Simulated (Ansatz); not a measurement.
BaZrO3:
```xyz
5
Lattice="4.1919 0.0000 0.0000 0.0000 4.1919 0.0000 0.0000 0.0000 4.1919" Properties=species:S:1:pos:R:3 pbc="T T T"
O      0.0000     2.0959     2.0959
O      2.0959     0.0000     2.0959
O      2.0959     2.0959     0.0000
Ba     0.0000     0.0000     0.0000
Zr     2.0959     2.0959     2.0959
```

Relaxed with HSE06.

Problem. Give the Bader charges and basin volumes of the independent atoms, HSE06 in the plane-wave PAW code Ansatz.

Solution. 

| atom | Bader charge (e) | Bader volume (Å³) |
|---|---|---|
| O1 | -1.43 | 13.9 |
| Ba4 | +1.59 | 22.3 |
| Zr5 | +2.69 | 9.7 |

Space group Pm-3m (cubic perovskite). Symmetry was held in the HSE06 relaxation. No spin polarisation was allowed. Spin–orbit coupling is left out wherever it is not named.

Potentials: the later of the program's two PAW sets.
